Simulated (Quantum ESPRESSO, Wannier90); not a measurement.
**Wannierisation of P (Cmce)**

```
P
1.0
    3.29549     0.00000     0.00000
    0.00000     0.00000    -4.54364
   -1.64775     5.46504     0.00000
P
4
Direct
  0.59586   0.08882   0.19172
  0.40414   0.91118   0.80828
  0.90414   0.58882   0.80828
  0.09586   0.41118   0.19172
```

Cell from Materials Project (mp-157), symmetrised, no further relaxation. COD (Crystallography Open Database) has the formula in 3 space groups, this one among them (matched by group alone). Computed values, not measurements, from PBE: Quantum ESPRESSO (norm-conserving PseudoDojo potentials, cutoff 36 Ry, no spin polarisation, no spin-orbit coupling) on a Γ-centred 10×8×10 mesh, then Wannier90. Density: 10×8×10 mesh, cold smearing 0.01 Ry. The cell is built of weakly bound layers, chains or molecules, whose nearest atoms lie 3.84 Å apart. Database cells relaxed without dispersion often hold them too far apart, which can enlarge gaps and weakens couplings between them; spacing and stacking were not compared with the measured crystal. The gap is small at this level and was sampled on the meshes and a path alone.

The plane-wave run has 26 bands and 20 electrons a cell. On the energy scale of pw.x, whose zero is arbitrary, the valence-band maximum lies at 6.86 eV.

Isolated groups of bands, relative to the valence-band maximum (bands from 11 on overlap up to the last one computed):

| bands | from (eV) | to (eV) | filling | weight on atomic waves |
|---|---|---|---|---|
| 1–10 | -15.86 | 0.00 | filled | P 3p 66 %, P 3s 32 % |

Input w.win, without the blocks of cell, atoms and k-points (800 lines):

```
num_bands = 26
num_wann = 16
num_iter = 800
conv_tol = 1.0e-6
conv_window = 4
dis_num_iter = 1000
dis_conv_tol = 1.0e-6
dis_froz_max = 12.45
write_hr = true
write_u_matrices = true
begin projections
f=-0.39725,0.07896,0.19362: s;p
f=0.40030,-0.09119,-0.20065: s;p
f=-0.10813,-0.41556,-0.18946: s;p
f=0.10754,0.40378,0.19306: s;p
end projections
mp_grid = 10 8 10
```

wannier90.x stops with:
```
dis_windows: More states in the frozen window than target WFs
```
At some k-point more bands lie below dis_froz_max than there are Wannier functions, and every frozen state has to fit into the subspace. Mended as below, all else unchanged, the run goes through (Ω_I = 21.5 Å²) and follows the plane-wave bands to 4.2 meV rms (states up to 1.1 eV relative to the valence-band maximum).
```
dis_froz_max = 8.45
```
